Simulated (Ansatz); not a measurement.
Starting structure of a cell relaxation (symmetry kept):

```xyz
2
Lattice="0.0000 2.8471 2.8471 2.8471 0.0000 2.8471 2.8471 2.8471 0.0000" Properties=species:S:1:pos:R:3 pbc="T T T"
Na    0.0000    0.0000    0.0000
Cl    2.8471    2.8471    2.8471
```

Level of theory: DFT PBE+D3(BJ), scalar-relativistic, plane waves, PAW (Ansatz 0.2.0).

Plane waves to 420 eV, a k mesh through Γ of 8×8×8 on the computed 2-atom cell and Gaussian smearing (0.02 eV); no spin polarisation.

Q: What does it relax to?

A: The volume decreases by 1.39 Å³/atom to 21.69 Å³/atom, and the energy falls by 6.8 meV/atom. Final structure:
```cif
data_structure
_symmetry_space_group_name_H-M 'Fm-3m'
_symmetry_Int_Tables_number 225
_cell_length_a 5.5778
_cell_length_b 5.5778
_cell_length_c 5.5778
_cell_angle_alpha 90.000
_cell_angle_beta 90.000
_cell_angle_gamma 90.000
_cell_volume 173.54
loop_
_atom_site_label
_atom_site_type_symbol
_atom_site_symmetry_multiplicity
_atom_site_Wyckoff_symbol
_atom_site_fract_x
_atom_site_fract_y
_atom_site_fract_z
_atom_site_occupancy
Na1 Na 4 a 0.00000 0.00000 0.00000 1
Cl1 Cl 4 b 0.50000 0.00000 0.00000 1
```

Cost: 1 run of about 0.088 core-minutes, on Arm Neoverse V2 (shared hosts).